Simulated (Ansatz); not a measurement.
InGaAs2 in space group R3m (No. 160; In on 3a, Ga on 3a, As on 3a, As on 3a), the program Ansatz at the PBE level (PAW), all energies at zero smearing, with the estimated change up to a 700 eV cutoff added, with one set of potentials and settings (totals compare only within such a set). Cell of 4 atoms (1 In, 1 Ga, 2 As): -19094.219 eV.

```
element              reference phase  E (eV/atom)
-------  ---------------------------  -----------
In       I4/mmm, 1 atoms in the cell   -5597.8481
Ga         Cmce, 4 atoms in the cell   -3783.0209
As         R-3m, 2 atoms in the cell   -4856.1377
```

Formation energy per atom, worked out: (-19094.219 − 1×(-5597.8481) − 1×(-3783.0209) − 2×(-4856.1377))/4 = -0.269 eV/atom (-26 kJ per mol of atoms), at 0 K, without zero-point energy or fitted corrections.

The workflow started from a Materials Project entry (that database holds measured and hypothetical structures alike); the Crystallography Open Database copy checked does not list it. With In and Ga taken as one species the cell has the higher symmetry F-43m, so it may be an ordered model of a mixed-site phase. Whether it is the stable phase at ambient conditions was not checked. The PBE relaxation kept the symmetry of its start; whether a distortion lowers the energy is not shown. The references are the lowest solids computed at this level, not always the standard phases.

Potentials: the later of the program's two PAW sets.
